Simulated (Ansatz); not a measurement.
Input:

GaCo:
```
GaCo
1.0
    2.88146     0.00000     0.00000
    0.00000     2.88146     0.00000
    0.00000     0.00000     2.88146
Ga Co
1 1
Direct
  0.50000   0.50000   0.50000
  0.00000   0.00000   0.00000
```

This is the PBE-relaxed structure.

Question: All from PBE (plane waves, PAW; program Ansatz), unless another level is named. Predict the formation energy from the elements (no fitted shifts).

Answer: -0.26 eV/atom.

Question: Predict the density of states at the Fermi level.

Answer: 0.50 states/eV per atom (mean over ±0.08 eV).

Space group Pm-3m (CsCl type). The cell was relaxed with PBE under the symmetry of its start. The workflow began spin-polarised and lost its moments. The cell computed holds one magnetic atom, so no antiferromagnetic order was within reach. The references are the lowest solids computed at this level, not always the standard phases. Scalar-relativistic: spin–orbit coupling is off unless named, which matters more the heavier the elements.

Potentials: the later of the program's two PAW sets.
